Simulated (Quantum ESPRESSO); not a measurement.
```cif
data_Al3GaN4
_chemical_formula_sum 'N4 Al3 Ga1'
_space_group_name_H-M_alt 'P-43m'
_space_group_IT_number 215
_space_group_name_Hall 'P -4 2 3'
_cell_length_a 4.40144
_cell_length_b 4.40144
_cell_length_c 4.40144
_cell_angle_alpha 90.000
_cell_angle_beta 90.000
_cell_angle_gamma 90.000
loop_
_atom_site_label
_atom_site_type_symbol
_atom_site_symmetry_multiplicity
_atom_site_Wyckoff_symbol
_atom_site_fract_x
_atom_site_fract_y
_atom_site_fract_z
_atom_site_occupancy
N1 N 4 e 0.25584 0.25584 0.25584 1
Al1 Al 3 c 0.00000 0.50000 0.50000 1
Ga1 Ga 1 a 0.00000 0.00000 0.00000 1
```

The geometry is that of Materials Project entry mp-1019378, symmetrised and not relaxed again.

Problem. What does norm-conserving LDA (Quantum ESPRESSO, 84 Ry, scalar-relativistic) give for the electronic structure near the Fermi level?

Solution. The LDA gap is 3.39 eV and nearly direct: the edges lie at 83 % of the way from M to Γ and Γ, the smallest direct gap within 0.02 eV of it. Another valence extremum on the path lies within 0.02 eV, too close to call. Spin-orbit splittings are left out.

The structure is a Materials Project entry; no match was found in the copy of COD used, and its stability was not checked.
